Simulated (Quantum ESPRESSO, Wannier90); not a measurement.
# GeSe (Pnma): Wannier90 run

Materials Project entry mp-700; symmetrised, unrelaxed at this level. COD (Crystallography Open Database) has an entry of this formula and space group (matched by these alone). Method: LDA plane waves in Quantum ESPRESSO 7.5 (PseudoDojo norm-conserving files, 69 Ry, no spin polarisation, no spin-orbit coupling), Bloch states on a 4×4×4 mesh through Γ, Wannier90 4.0.1. Density: 4×8×8 mesh, Gaussian smearing 0.01 Ry. The cell is built of weakly bound layers, chains or molecules, whose nearest atoms lie 3.64 Å apart. Database cells relaxed without dispersion often hold them too far apart, which can enlarge gaps and weakens couplings between them; spacing and stacking were not compared with the measured crystal. Spin-orbit coupling, left out, would split the p-like bands by a few tenths of an eV.

```
begin unit_cell_cart
ang
   11.2560300000    0.0000000000    0.0000000000
    0.0000000000    3.7871900000    0.0000000000
    0.0000000000    0.0000000000    4.6643600000
end unit_cell_cart
mp_grid = 4 4 4
```

Problem. Which shells of neighbouring k-points and which b-vectors and weights does Wannier90 pick for this cell and mesh?

Solution. 
```
 *---------------------------------- K-MESH ----------------------------------*
 +----------------------------------------------------------------------------+
 |                    Distance to Nearest-Neighbour Shells                    |
 |                    ------------------------------------                    |
 |          Shell             Distance (Ang^-1)          Multiplicity         |
 |          -----             -----------------          ------------         |
 |             1                   0.139552                      2            |
 |             2                   0.279103                      2            |
 |             3                   0.336766                      2            |
 |             4                   0.364535                      4            |
 |             5                   0.414766                      2            |
 |             6                   0.418655                      2            |
 |             7                   0.437390                      4            |
 |             8                   0.437613                      4            |
       ... (lines left out)
 +----------------------------------------------------------------------------+
 | The b-vectors are chosen automatically                                     |
 | SVD found small singular value, Rejecting this shell and trying the next   |
 | The following shells are used:                       1,  3,  5             |
 +----------------------------------------------------------------------------+
 |                        Shell   # Nearest-Neighbours                        |
 |                        -----   --------------------                        |
 |                          1               2                                 |
 |                          2               2                                 |
 |                          3               2                                 |
 +----------------------------------------------------------------------------+
 | Completeness relation is fully satisfied [Eq. (B1), PRB 56, 12847 (1997)]  |
 +----------------------------------------------------------------------------+
 |                  b_k Vectors (Ang^-1) and Weights (Ang^2)                  |
 |                  ----------------------------------------                  |
 |            No.         b_k(x)      b_k(y)      b_k(z)        w_b           |
 |            ---        --------------------------------     --------        |
 |             1         0.139552    0.000000    0.000000    25.674425        |
 |             2        -0.139552    0.000000    0.000000    25.674425        |
 |             3         0.000000    0.000000    0.336766     4.408739        |
 |             4         0.000000    0.000000   -0.336766     4.408739        |
 |             5         0.000000    0.414766    0.000000     2.906461        |
 |             6         0.000000   -0.414766    0.000000     2.906461        |
```
